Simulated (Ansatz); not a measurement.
# YSi₂ in the AlB2-type structure: a workflow

The computed numbers are results of PBEsol, scalar-relativistic (no spin polarisation) in the plane-wave PAW code Ansatz at 420 eV, Γ-centred 10×10×8 mesh, 0.05 eV Gaussian smearing; PAW files: Ansatz's generated set soft_2.

The Crystallography Open Database holds a cell of this formula and space group, from which this one stands far in volume, proportions or bonds. The database's entry of this formula in the relaxed cell's space group, P6/mmm, has axes of 3.830 × 3.830 × 4.140 Å and 17.53 Å³/atom (1967), the relaxed one 4.075 × 4.075 × 3.883 Å and 18.62.

The first cell:

```cif
data_structure
_symmetry_space_group_name_H-M 'P 1'
_symmetry_Int_Tables_number 1
_cell_length_a 3.8406
_cell_length_b 3.8406
_cell_length_c 4.1584
_cell_angle_alpha 90.000
_cell_angle_beta 90.000
_cell_angle_gamma 120.000
_cell_volume 53.12
loop_
_atom_site_label
_atom_site_type_symbol
_atom_site_fract_x
_atom_site_fract_y
_atom_site_fract_z
_atom_site_occupancy
Y1 Y 0.00000 0.00000 0.00000 1
Si1 Si 0.33333 0.66667 0.50000 1
Si2 Si 0.66667 0.33333 0.50000 1
```

The runs in order:

| run | level | k-mesh | kind | V (Å³/atom) | P (GPa) | E − E(final) (meV/atom) | gap on the mesh (eV) |
| --- | --- | --- | --- | --- | --- | --- | --- |
| 1 | PBEsol | 10×10×8 | cell and atoms relaxed | 18.62 | 0.0 | 0.0 | metal |

The cell is relaxed to zero pressure at this level.

The final structure (symmetry read at 0.01 Å). The structure is hexagonal, space group P6/mmm (No. 191). The conventional cell has a = 4.075 Å, b = 4.075 Å, c = 3.883 Å, α = 90.00°, β = 90.00°, γ = 120.00°. Around Y (site symmetry 6/mmm) lie 12 Si at 3.05 Å. Si (site symmetry -6m2) has 3 Si at 2.35 Å as nearest neighbours. (Shells end 15 % past the nearest neighbour.)

At the final geometry the gap, band path included, is zero (metallic). The equation of state gives B0 = 93 GPa and B0′ = 4.6. Against the elements' standard states, run alike and uncorrected, the formation energy is -0.62 eV/atom. The runs in the table took roughly 0.6 core-minutes.

**What lies behind the numbers.**

With 19 valence electrons in the calculation's cell and no magnetic order, the bands, two electrons each, can't all be full or empty: band theory demands a metal. (Only strong correlation, outside this picture, could make a Mott insulator of it.)

Spin polarisation wasn't tried.
